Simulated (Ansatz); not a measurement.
**Relaxation of Cu**

The calculation used Ansatz, DFT PBEsol, scalar-relativistic, plane waves, PAW. Run with 420 eV cutoff, 18×18×6 k-mesh, Gaussian smearing of 0.10 eV, no spin polarisation.

What was changed in Ag: Ag → Cu on all its sites, cell and atoms relaxed.

Command:

```bash
ansatz run input.yaml --threads 1 --pin off --max-ram 2560MiB --backend cpu --events-out ev --progress --plain --runs-dir out
```

Input:

```yaml
crystal:
  lattice:
    - [2.5259048548, 0.0, 0.0]
    - [-1.2629524274, 2.1874977718, 0.0]
    - [0.0, 0.0, 8.2053751378]
  atoms:
    - { symbol: Cu, position: [0.0, 0.0, 0.0] }
    - { symbol: Cu, position: [0.0, 0.0, 0.5] }
    - { symbol: Cu, position: [0.3333333333, 0.6666666667, 0.25] }
    - { symbol: Cu, position: [0.6666666667, 0.3333333333, 0.75] }
basis:
  ecutwfc: 420
kpoints:
  mp_grid: { grid: [18, 18, 6] }
hamiltonian:
  xc: pbesol
scf:
  occupations: { method: gaussian, width: 0.1 }
output:
  forces: true
  stress: true
  eigenvalues: true
relax:
  adjacent_minimum: "off"
  f_tol: 0.01
  max_steps: 60
  cell: { stress_tol: 0.1 }
```

F is the free energy. Steps run on the plane waves of an earlier cell, but the last one, and at times one on the way, on a freshly chosen basis, so a repeated geometry can differ a little in energy.

Steps:

| step | F − F(1) (eV) | largest force component (eV/Å) | V (Å³/atom) | P (GPa) |
| --- | --- | --- | --- | --- |
| 1 | 0.0000 | 0.000 | 11.335 | -0.19 |
| 2 | -0.0004 | 0.000 | 11.328 | -0.10 |
| 3 | -0.0007 | 0.000 | 11.324 | -0.05 |
| 4 | -0.0007 | 0.000 | 11.324 | -0.05 |

Relaxed structure:

```cif
data_structure
_symmetry_space_group_name_H-M 'P 1'
_symmetry_Int_Tables_number 1
_cell_length_a 2.5199
_cell_length_b 2.5199
_cell_length_c 8.2370
_cell_angle_alpha 90.000
_cell_angle_beta 90.000
_cell_angle_gamma 120.000
_cell_volume 45.30
loop_
_atom_site_label
_atom_site_type_symbol
_atom_site_fract_x
_atom_site_fract_y
_atom_site_fract_z
_atom_site_occupancy
Cu1 Cu 0.00000 0.00000 0.00000 1
Cu2 Cu 0.00000 0.00000 0.50000 1
Cu3 Cu 0.33333 0.66667 0.25000 1
Cu4 Cu 0.66667 0.33333 0.75000 1
```

It takes space group P6_3/mmc (No. 194, hexagonal). The conventional cell has a = 2.520 Å, b = 2.520 Å, c = 8.237 Å, α = 90.00°, β = 90.00°, γ = 120.00°. Cu (site symmetry -3m) is surrounded by 12 Cu at 2.52 Å. Cu (site symmetry -6m2) is surrounded by 12 Cu at 2.52 Å.

The run converged. It took 65 s on 1 thread of Arm Neoverse V1, with other jobs on the host, peak memory 0.49 GiB.